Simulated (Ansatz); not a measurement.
The cell is COD entry 9004223, as deposited and not checked against the literature; nothing was relaxed.

A run of Ansatz 0.2.0 printed the following.

```
hamiltonian.pseudopotentials.datasets: crystal makes datasets for this crystal and solves the spheres of its atoms anew in each pass: cutoff 280.0 eV, the density's 1120.0 eV; for an error of 0.50 meV an atom under PBE, 1.0 meV for the cell; an energy difference from a run of another recipe may be off by several times the error for the cell, under r2SCAN by more, where some 0.1 meV an atom stays at smaller errors; Cu in spheres of 1.323 Å, 11 of its electrons in bands, 8 on its site; Au in spheres of 1.376 Å, 11 of its electrons in bands, 8 on its site; only band paths and densities of states list, in semicore columns, the levels of the semicore shells that are solved separately: 3s of Cu, 3p of Cu, 5s of Au, 5p of Au
Au: output.efg is read without spin–orbit coupling, which moves field gradients at and beside such atoms by some per cent and up to a factor of two; PAW files take it under magnetization.noncollinear and magnetization.spin_orbit
Engine: ansatz 0.2.0
Pseudopotentials: kind: all_electron
Pseudopotential: Cu, paw, valence charge 19, recommended cutoff 280 eV (normal), Koelling and Harmon's equation, gaussian nucleus
Pseudopotential: Au, paw, valence charge 19, recommended cutoff 280 eV (normal), Koelling and Harmon's equation, gaussian nucleus
Functional definition: PBEsol
  exchange = pbesol_x
  correlation = pbesol_c
Crystal: 2 atoms, lattice volume = 28.773 Å³
Basis set: ecut = 280 eV, 311 PW (Γ), exchange–correlation on 32×32×48 points (8 copies of the dense FFT grid, shifted against one another)
Bands: 15, of which v1, the nominal top of the filled ones, is band 11 counted from 1 (10 counted from 0)
Symmetry: 16 space group operations
Space group: P4/mmm (ITA 123), of the structure as read, at distance tolerance 3.1e-5 Å
k-points: 168 of 1690
Non-local potential: Cu, projectors of the file, l = 0: 1, l = 1: 1, l = 2: 2
Non-local potential: Au, projectors of the file, l = 0: 1, l = 1: 1, l = 2: 2
PAW form: soft (Blöchl's): semilocal exchange-correlation on the pseudo side does not see the compensation charge
PAW one-centre angular grid: Cu, 590 points (default); XC on its mesh's 1913 points in the sphere
PAW one-centre angular grid: Au, 590 points (default); XC on its mesh's 1815 points in the sphere
Initial density: superposition of atomic densities (neutral atoms: chi_scale 0, normalization atom)
Initial wavefunctions: pseudopotential atomic-orbital guess
Functional: x = pbesol(κ = 0.804, μ = 0.12345679012345678), c = pbesol(β = 0.046)
iter 1 solved again at ethr=1.97e-2 eV; its pass at ethr=1.00e-1 eV (dr2=4.33e0 eV) is discarded
SCF iter   1: F=—  HF=-562081.793617 eV  |F-HF|=—  |Δ(HF+E_count)|=         —  Δρ=1.29e-1  dr2=4.40e0  ethr=1.97e-2  ⟨swp⟩=2.1  Hψ=13535  notcnv=0
preconditioner: auto → none  [metal: Δε(μ)=0.028 eV  Ē_g=9.938 eV  σ=0.050 eV  W_gap=0.14  n_scr=6 (ndim 8)  ℏωp=32.5 eV  f_vac=0.000  D(μ)=0.76/eV (n_scr^D=2)  sad-step TF]
SCF iter   2: F=—  HF=-562081.626068 eV  |F-HF|=—  |Δ(HF+E_count)|=   1.68e-1  Δρ=7.41e-2  dr2=2.17e0  ethr=1.97e-2  ⟨swp⟩=3.0  Hψ=6226  notcnv=0
SCF iter   3: F=—  HF=-562081.664891 eV  |F-HF|=—  |Δ(HF+E_count)|=   3.88e-2  Δρ=1.24e-1  dr2=5.74e0  ethr=9.87e-3  ⟨swp⟩=3.3  Hψ=7370  notcnv=0  defer=3
iter 4 solved again at ethr=1.73e-4 eV; its pass at ethr=9.87e-3 eV (dr2=3.81e-2 eV) is discarded
SCF iter   4: F=—  HF=-562080.700744 eV  |F-HF|=—  |Δ(HF+E_count)|=   9.64e-1  Δρ=1.13e-2  dr2=3.93e-2  ethr=1.73e-4  ⟨swp⟩=2.1  Hψ=12264  notcnv=0  defer=5
SCF iter   5: F=—  HF=-562080.678779 eV  |F-HF|=—  |Δ(HF+E_count)|=   2.20e-2  Δρ=2.50e-3  dr2=1.05e-3  ethr=1.73e-4  ⟨swp⟩=3.0  Hψ=6266  notcnv=0  defer=1
SCF iter   6: F=—  HF=-562080.686073 eV  |F-HF|=—  |Δ(HF+E_count)|=   7.29e-3  Δρ=4.15e-3  dr2=4.59e-3  ethr=4.77e-6  ⟨swp⟩=3.1  Hψ=6934  notcnv=0  defer=1
SCF iter   7: F=—  HF=-562080.687131 eV  |F-HF|=—  |Δ(HF+E_count)|=   1.06e-3  Δρ=7.96e-4  dr2=2.36e-4  ethr=4.77e-6  ⟨swp⟩=3.0  Hψ=6166  notcnv=0  defer=1
SCF iter   8: F=—  HF=-562080.687094 eV  |F-HF|=—  |Δ(HF+E_count)|=   3.70e-5  Δρ=1.81e-4  dr2=1.11e-5  ethr=1.07e-6  ⟨swp⟩=2.0  Hψ=5531  notcnv=0  defer=5
SCF iter   9: F=—  HF=-562080.687092 eV  |F-HF|=—  |Δ(HF+E_count)|=   1.96e-6  Δρ=6.20e-5  dr2=1.05e-6  ethr=5.02e-8  ⟨swp⟩=3.0  Hψ=4724  notcnv=0  defer=2
SCF iter  10: F=—  HF=-562080.687092 eV  |F-HF|=—  |Δ(HF+E_count)|=   7.28e-8  Δρ=3.13e-5  dr2=2.96e-7  ethr=4.76e-9  ⟨swp⟩=3.0  Hψ=4960  notcnv=0
SCF iter  11: F=-562080.687092 eV  HF=-562080.687092 eV  |F-HF|=1.69e-8  |Δ(HF+E_count)|=   6.19e-8  Δρ=5.66e-6  dr2=1.21e-8  ethr=1.35e-9  ⟨swp⟩=2.2  Hψ=4448  notcnv=0
SCF 1 converged in 11 iterations: F = -562080.687094 eV  dr2 = 1.21e-8
  Residual-converged pass: ⟨swp⟩=3.2  Hψ=6121  notcnv=0  max |occ|·‖R‖ = 5.3e-6 eV (tolerance 5.3e-6 eV)  dr2=1.12e-8  dr2_onsite=9.66e-9  max |Δocc| = 1.8e-10
  greatest PAW one-centre occupation: 0.952 electrons in one spin orbital (limit 2), on the Cu atom at site 0 (counted from 0), in its partial waves of l = 2
NSCF: frozen V_eff on 65 k-points
SCF converged after 11 iterations
Free energy (F): -562080.687094 eV
Harris-Foulkes:  -562080.687094 eV  (|F-HF|=1.69e-8)
Internal energy: -562080.682638 eV  (E = F + TS)
E sigma→0 (E₀):  -562080.684866 eV
Entropy (-TS):   -0.004456 eV (-2.228 meV/atom)
Past the cutoff: the bands carry plane waves up to 1.75 times it, of which those up to 1.5 times it add -0.000521 eV an atom, each by itself; the spheres take 0.000279 eV an atom off the energy for waves past 1.75 times it
By the cutoff:   a pressure is off by up to 0.009 GPa (1.2 times the spheres' own share and the shells' term, over an atom's volume, and 0.004 GPa: a bound that held against runs at twice the plane waves)
Past the cutoffs: a stress includes 0.0034 GPa for waves and charges beyond them, in addition to the slope of what the spheres take
In the spheres:  the bands' charges fall short by 1.5e-6 e at most (sound up to 1e-3), those of shells solved beside the bands by 3.0e-7 e (sound up to 5e-4)
Fermi energy:    21.746259 eV
--- Per-component energies (eV) ---
  The terms above E_closure are by the made datasets' own strengths, without shells solved beside the bands.
--- Forces (eV/Å), atoms counted from 1 ---
  atom   1  Cu     0.00000000     0.00000000     0.00000000
  atom   2  Au     0.00000000    -0.00000000     0.00000000
  max |Σ_I F_I| component: 1.26e-29 eV/Å
--- Stress (GPa, compression-positive) ---
       -2.159982       0.000000       0.000000
        0.000000      -2.159982       0.000000
        0.000000       0.000000      -1.740900
  P = ⅓ Tr σ = -2.0203 GPa (-20.203 kbar)
  It holds what live shells' own plane waves past their cutoff add
--- PAW observables at the nuclei: V_zz in 10²¹ V/m², potentials from the cell's mean, atoms counted from 1 ---
  atom   1  Cu V_zz =    -1.141805   η = 0.0000   by run symmetry: allowed
            electrostatic potential = -3765.439478 V   contact ρ = 147317.012781 e/Å³
  atom   2  Au V_zz =    +5.289685   η = 0.0000   by run symmetry: allowed
            electrostatic potential = -16456.283667 V   contact ρ = 13054210.729343 e/Å³
--- Band table (eV; the first three rows and the last of 168) ---
  k-point 0: bands = ["11.7650", "15.0079", "15.1709", "17.6294", "17.6294", "18.7213", "18.8871", "19.6051", "20.0627", "20.2901", "20.2901", "23.7370", "29.8344"]
  k-point 1: bands = ["11.8885", "15.0308", "15.2130", "17.6542", "17.6542", "18.7412", "18.8520", "19.5697", "20.0397", "20.2098", "20.2098", "22.9823", "30.7782"]
  k-point 2: bands = ["12.2449", "15.0926", "15.3281", "17.7256", "17.7256", "18.7584", "18.7970", "19.4621", "19.9760", "19.9985", "19.9985", "21.4776", "32.6554"]
  k-point 167: bands = ["15.0584", "15.8868", "15.9272", "18.1982", "18.4014", "18.4711", "18.5997", "19.5956", "20.0302", "20.1045", "26.1719", "26.7903", "27.3844"]
```

The cell and starting positions:

```
CELL_PARAMETERS angstrom
2.80000 0.00000 0.00000
0.00000 2.80000 0.00000
0.00000 0.00000 3.67000
ATOMIC_POSITIONS crystal
Cu 0.50000 0.50000 0.50000
Au 0.00000 0.00000 0.00000
```

Parts of the input that the log doesn't repeat:

```yaml
  band_path:
    path:
      - [0.0, 0.0, 0.0]
      - [0.0, 0.5, 0.0]
      - [0.5, 0.5, 0.0]
      - [0.0, 0.0, 0.0]
      - [0.0, 0.0, 0.5]
      - [0.0, 0.5, 0.5]
      - [0.5, 0.5, 0.5]
      - [0.0, 0.0, 0.5]
      - [0.0, 0.5, 0.0]
    npoints: 8
output:
  forces: true
  stress: true
  eigenvalues: true
  efg: { contact_densities: true }
```

Question: Write the input that produced this log.

Answer: 
```yaml
crystal:
  lattice:
    - [2.8, 0.0, 0.0]
    - [0.0, 2.8, 0.0]
    - [0.0, 0.0, 3.67]
  atoms:
    - { symbol: Cu, position: [0.5, 0.5, 0.5] }
    - { symbol: Au, position: [0.0, 0.0, 0.0] }
kpoints:
  mp_grid: { grid: [13, 13, 10] }
  band_path:
    path:
      - [0.0, 0.0, 0.0]
      - [0.0, 0.5, 0.0]
      - [0.5, 0.5, 0.0]
      - [0.0, 0.0, 0.0]
      - [0.0, 0.0, 0.5]
      - [0.0, 0.5, 0.5]
      - [0.5, 0.5, 0.5]
      - [0.0, 0.0, 0.5]
      - [0.0, 0.5, 0.0]
    npoints: 8
scf:
  occupations: { method: fermi_dirac, width: 0.05 }
hamiltonian:
  xc: pbesol
  pseudopotentials: { kind: all_electron, datasets: crystal }
output:
  forces: true
  stress: true
  eigenvalues: true
  efg: { contact_densities: true }
```
This is the input that was run; digits and keys that the log doesn't show could differ in an equivalent one.
